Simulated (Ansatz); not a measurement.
Input and command of a plane-wave DFT calculation in Ansatz:

```yaml
crystal:
  lattice:
    - [4.095, 0.0, 0.0]
    - [0.0, 4.095, 0.0]
    - [0.0, 0.0, 4.095]
  atoms:
    - { symbol: Sr, position: [0.5, 0.5, 0.5] }
    - { symbol: Mg, position: [0.0, 0.0, 0.0] }
basis:
  ecutwfc: 500
kpoints:
  mp_grid: { grid: [12, 12, 12] }
hamiltonian:
  xc: r2scan
scf:
  occupations: { method: gaussian, width: 0.15 }
output:
  forces: true
  stress: true
  eigenvalues: true
```

```bash
ansatz run input.yaml --threads 1 --pin off --max-ram 2560MiB --backend cpu --events-out ev --progress --plain --runs-dir out
```

Processor: Arm Neoverse V1, 1 thread, on a host shared with other jobs.

Question: Estimate time, memory and problem size.

Answer: About 13 s on 1 thread of Arm Neoverse V1 (shared host), peak memory 0.48 GiB. It solves 14 bands at 84 k points (the mesh reduced by symmetry) with about 1743 plane waves, in 7 SCF iterations.
